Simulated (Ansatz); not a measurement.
TiTc2 in the MoSi2-type structure

Method: PBEsol, scalar-relativistic; no spin polarisation; PAW, 600 eV, 14×14×14 k-mesh, Gaussian smearing of 0.05 eV; code Ansatz. The datasets are Ansatz's generated set soft_2.

```
Ti Tc
1.0
    -1.52570    1.52570    4.61604
     1.52570   -1.52570    4.61604
     1.52570    1.52570   -4.61604
Ti Tc
1 2
Cartesian
  0.0000 0.0000 0.0000
  0.0000 0.0000 3.0727
  0.0000 0.0000 6.1594
```

This is a trial structure made by placing the elements on a prototype's sites, so it needn't be the stable form.

Cell and atoms are those of this level's equilibrium.

The cell has space group I4/mmm (read at 0.01 Å). In it the stress is 0.04, 0.04, 0.13, 0.00, 0.00, 0.00 GPa, so the shape isn't fully relaxed, and the largest force component 0.001 eV/Å. Each change below starts from this cell, without further relaxation. Stress is in GPa, positive in compression, in the order xx, yy, zz, yz, xz, xy; energies are counted from the cell above and are free energies with the smearing's entropy, which match forces and stress in a metal.

Task: What happens when atom 1 (Ti) is moved by 0.08 Å along y?

Result: The energy changes by 23.8 meV per cell, and the force on it along the shift is -0.588 eV/Å (−F/u = 7.35 eV/Å²). Stress: 0.40, 0.09, 0.40, 0.00, 0.00, 0.00.
| atom | Fx (eV/Å) | Fy | Fz |
| --- | --- | --- | --- |
| Ti1 | 0.000 | -0.588 | 0.000 |
| Tc2 | 0.000 | 0.294 | -0.038 |
| Tc3 | 0.000 | 0.294 | 0.038 |
In a harmonic crystal the energy would rise by −½F·u = ½ × 7.35 × 0.08² eV = 23.5 meV, which matches.

Task: What stress follows from an engineering strain of 1 % in xx, atoms carried along?

Result: -4.06, -1.80, -1.55, 0.00, 0.00, 0.00 GPa; the energy changes by 5.5 meV per cell.
```tsv
atom	Fx (eV/Å)	Fy	Fz
Ti1	0.000	0.000	0.000
Tc2	0.000	0.000	-0.052
Tc3	0.000	0.000	0.052
```
The change of the stress over the strain gives a clamped-atom stiffness of about 410 GPa for this component, a secant value that lies under the elastic constant in tension and over it in compression, by several per cent for each per cent of strain.
In a harmonic crystal the energy would rise by V(½Cε² − σ₀ε), with σ₀ the stress of the unstrained cell, = 5.4 meV, which matches.
